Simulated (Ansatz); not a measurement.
A relaxed structure of Al$_{2}$Au is spoiled in several ways and relaxed again each time (noise and exchanges are one random draw each; squeezed and stretched starts keep its symmetry, which their runs cannot lower; pressure is positive under compression). Level of theory: PBEsol (plane waves to 420 eV, PAW, scalar-relativistic; Ansatz, a program for electronic structure).

```cif
data_Al8Au4
_chemical_formula_sum 'Al8 Au4'
_space_group_name_H-M_alt 'Fm-3m'
_space_group_IT_number 225
_space_group_name_Hall '-F 4 2 3'
_cell_length_a 6.00221
_cell_length_b 6.00221
_cell_length_c 6.00221
_cell_angle_alpha 90.000
_cell_angle_beta 90.000
_cell_angle_gamma 90.000
loop_
_atom_site_label
_atom_site_type_symbol
_atom_site_symmetry_multiplicity
_atom_site_Wyckoff_symbol
_atom_site_fract_x
_atom_site_fract_y
_atom_site_fract_z
_atom_site_occupancy
Al1 Al 8 c 0.25000 0.25000 0.25000 1
Au1 Au 4 a 0.00000 0.00000 0.00000 1
```
(The calculation used a cell of 3 atoms; values per cell refer to that cell.)

Question: One start gave a first pressure of +19.9 GPa, a largest first force of 0.00 eV/Å and released 0.12 eV/atom. Which change was it?
A) squeezed uniformly to 88 % of its volume
B) deformed by the Cartesian strain tensor (xx, yy, zz, yz, xz, xy) = (0.037, 0.041, -0.028, -0.065, -0.064, 0.030)
C) with one Au and one Al atom exchanged in a cell of 6 atoms

Answer: A, squeezed uniformly to 88 % of its volume. All starts:

```csv
change,first pressure (GPa),largest first force (eV/Å),released (eV/atom),moves,outcome,final group,E − E(parent) (eV/atom)
with one Au and one Al atom exchanged in a cell of 6 atoms,2.6,1.67,0.03,9,trapped higher,R3m,+0.24
squeezed uniformly to 88 % of its volume,19.9,0.00,0.12,5,returns to the parent,Fm-3m,0.00
"deformed by the Cartesian strain tensor (xx, yy, zz, yz, xz, xy) = (0.037, 0.041, -0.028, -0.065, -0.064, 0.030)",-1.1,0.82,0.15,13,returns to the parent,Fm-3m,0.00
```

The exchanged pair stays exchanged: it costs 1.4 eV for the cell of 6 atoms (one exchange in a very small cell, not a dilute defect).

First-step values come from each run's starting, coarser k-mesh (9×9×9, 10×10×10, 10×9×8). Each cell has its own k-point mesh; energy differences are given only to the digits this allows. No spin polarisation in the result.
